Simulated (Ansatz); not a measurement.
NbP:
```cif
data_NbP
_chemical_formula_sum 'Nb1 P1'
_space_group_name_H-M_alt 'Pm-3m'
_space_group_IT_number 221
_space_group_name_Hall '-P 4 2 3'
_cell_length_a 3.07861
_cell_length_b 3.07861
_cell_length_c 3.07861
_cell_angle_alpha 90.000
_cell_angle_beta 90.000
_cell_angle_gamma 90.000
loop_
_atom_site_label
_atom_site_type_symbol
_atom_site_symmetry_multiplicity
_atom_site_Wyckoff_symbol
_atom_site_fract_x
_atom_site_fract_y
_atom_site_fract_z
_atom_site_occupancy
Nb1 Nb 1 a 0.00000 0.00000 0.00000 1
P1 P 1 b 0.50000 0.50000 0.50000 1
```

Relaxed with PBEsol.

Q: Decompose the optical modes at the zone centre into irreducible representations, and say which are infrared and Raman allowed.

A: Point group m-3m: Γ_opt = T1u. Infrared: T1u. Raman: none.

Q: Assign frequencies (DFPT, plane-wave PAW PBEsol (Ansatz code)).

A: T1u 212 cm⁻¹.

A made-up cell: these elements were put on the sites of a structure type; neither database checked (COD, Materials Project) lists it. COD files the formula under space group No. 141. Whether it is the stable phase at ambient conditions was not checked. Symmetry was held in the PBEsol relaxation; its stability against distortions is not shown here. No spin polarisation was allowed. As this level gives no gap, phonon frequencies hold no LO–TO term and depend on the k-mesh and smearing (Fermi–Dirac, 0.1 eV here).

Potentials: the earlier of the program's two PAW sets. The files were generated under PBE; for other functionals the program regenerates the frozen cores, and for LDA and PBEsol the local potential too.
